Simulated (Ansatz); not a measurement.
# Compressing TaO2: a fit and a missing row

TaO2, P4_2/mnm, a = 4.968 Å, c = 2.846 Å. The structure is a Materials Project entry; whether it is the stable form wasn't checked. Ansatz: r2SCAN, PAW, 500 eV, Γ-centred 8×8×12 mesh on 6 atoms, Gaussian smearing 0.10 eV; no spin polarisation. Shape and atoms are relaxed at each volume; pressure is positive in compression.

| V (Å³/atom) | P (GPa) |
| --- | --- |
| 10.303 | ? |
| 10.654 | 32.26 |
| 11.006 | 19.75 |
| 11.357 | 9.09 |
| 11.708 | 0.01 |
| 12.059 | -7.72 |
| 12.410 | -14.29 |
| 12.879 | -21.50 |

Q: Take V0 = 11.708 Å³/atom, count pressures from its P0 = 0.01 GPa, fit the third-order Birch–Murnaghan form to the other rows, and predict the missing pressure.

A: With the Eulerian strain f = ½[(V0/V)^(2/3) − 1] and y = (P − P0)/[3f(1 + 2f)^(5/2)], the form is the line y = B0 + 1.5 B0 (B0′ − 4) f. Rows (f, y): 0.03246, 283.0; 0.02104, 282.1; 0.01025, 280.7; -0.00975, 277.6; -0.01904, 275.9; -0.03079, 273.0. Means f = 0.0006950, y = 278.72; Σ(Δf)² = 0.003004, ΣΔfΔy = 0.4711; the slope is their ratio. y = 278.6 + 156.8 f GPa, so B0 = 278.6 GPa and B0′ = 4 + 2 × (156.8)/(3 × 278.6) = 4.38. At V = 10.303, f = 0.04448, y = 285.57 and P = 47.17 GPa. The run gave 46.97 GPa, so the fit is 0.20 GPa too high, a small miss on the scale of the series.

Spin–orbit coupling is left out, which can shift energies with elements as heavy as these.